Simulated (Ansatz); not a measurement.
The cell below belongs to a search over invented structures; it isn't taken from experiment.

Input and command of a plane-wave DFT calculation in Ansatz:

```yaml
crystal:
  lattice:
    - [3.83099386, 0.0, 0.0]
    - [-1.91549693, 3.31773801, 0.0]
    - [0.0, 0.0, 8.19725289]
  atoms:
    - { symbol: Sc, position: [0.66666667, 0.33333333, 0.24350201] }
    - { symbol: Sc, position: [0.33333333, 0.66666667, 0.75649799] }
    - { symbol: Ga, position: [0.0, 0.0, 0.5] }
    - { symbol: Bi, position: [0.0, 0.0, 0.0] }
    - { symbol: O, position: [0.66666667, 0.33333333, 0.76252103] }
    - { symbol: O, position: [0.33333333, 0.66666667, 0.23747897] }
basis:
  ecutwfc: 420
kpoints:
  mp_grid: { grid: [4, 4, 2] }
hamiltonian:
  xc: pbe
scf:
  occupations: { method: gaussian, width: 0.15 }
  lower_state_search: "off"
output:
  forces: true
  stress: true
  eigenvalues: true
relax:
  adjacent_minimum: "off"
  f_tol: 0.08
  max_steps: 16
  cell: { stress_tol: 0.8 }
```

```bash
ansatz run input.yaml --threads 1 --pin off --max-ram 2560MiB --backend cpu --events-out ev --progress --plain --runs-dir out
```

Processor: Intel(R) Xeon(R) Processor @ 2.50GHz (Skylake/Cascade Lake), 1 thread, on a host shared with other jobs.

How long does it run, and how much memory does it take?

About 2.5 min, peak memory 0.44 GiB. It solves 38 bands at 8 k points (after reduction by symmetry) with about 2307 plane waves (on the last cell), in 98 SCF iterations over 14 ionic steps.
